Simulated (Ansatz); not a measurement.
Clean, relaxed (111) surface of SiNi3, space group Pm-3m (No. 221) (top face towards +c; atoms held fixed, by place in the list: 1, 2, 3, 4, 5, 6, 7, 8):

```xyz
16
Lattice="4.9012 0.0000 0.0000 -2.4506 4.2446 0.0000 0.0000 0.0000 23.0028" Properties=species:S:1:pos:R:3 pbc="T T T"
Si    2.4506    1.4149    8.5000
Ni   -1.2253    3.5372    8.5000
Ni    0.0000    1.4149    8.5000
Ni    1.2253    3.5372    8.5000
Si    0.0000    2.8297   10.5009
Ni    3.6759    0.7074   10.5009
Ni    2.4506    2.8297   10.5009
Ni    1.2253    0.7074   10.5009
Si    0.0000    0.0000   12.5234
Ni    1.2218    2.1243   12.5032
Ni    2.4506   -0.0041   12.5032
Ni   -1.2218    2.1243   12.5032
Si    2.4506    1.4149   14.5045
Ni   -1.2368    3.5438   14.5128
Ni    0.0000    1.4016   14.5128
Ni    1.2368    3.5438   14.5128
```

Theory: DFT PBE+D3(BJ), scalar-relativistic, plane waves, PAW in Ansatz. Settings: cutoff 420 eV, Γ-centred mesh 6×6×1 on the computed 16-atom cell, Gaussian smearing of 0.10 eV; no spin polarisation. The cell repeats along c with a dipole correction in the vacuum.

With the adsorbate the run is spin-polarised, so any moments that the slab's own atoms take up count into E_ads.

W (atom) is adsorbed on the top face, one adsorbate per 20.8 Å², and relaxed from 2 starting sites (fractions of a and b). E_ads counts from the clean slab and the free adsorbate (spin-polarised where it has unpaired electrons); negative means bound. Heights count from the highest slab atom after relaxation. Δφ is the top face's. Δp counts per cell along +c. Bonded neighbours lie within 1.25 times the sum of covalent radii (1.35 for H) and, on that scale, within 12 % of the closest. With the adsorbate the cell is lengthened along c to keep the vacuum.

```
                            start ends at E_ads (eV) height (Å) shortest contact  Δφ (eV)  Δp (e·Å)
         top (Ni) at (0.67, 0.83) (0.74, 0.87), 1 bonded neighbour (Ni), largest slab move 0.8 Å       -5.26        1.04       W–Ni 2.19 Å    -1.50    +0.173
hollow (Ni-Ni-Ni) at (0.33, 0.67) (0.33, 0.67), 3 bonded neighbours (Ni)       -4.73        1.79       W–Ni 2.29 Å    -1.68    +0.200
```

Among the sites tried, the lowest end comes from the top (Ni) at (0.67, 0.83) start; other sites may lie lower.

Each end is the local minimum or symmetric point that its start leads to. The slab is only 6.0 Å thick, so the energies aren't converged with thickness.

The ends differ in their magnetic moment (0.0, 2.0 μB a cell), so part of the order can come from the spin state that each run reached.

Spin polarisation was left out for SiNi3 (a zero moment there is imposed), and a magnetic state may lie lower. An atom lies near a switch of its D3 coefficient C6 between reference coordination numbers, so the dispersion energy changes steeply there and can make or shift the minimum.

Cost: 3 runs of about 100 core-minutes in all, on Intel Xeon 6975P-C (Granite Rapids) (shared hosts).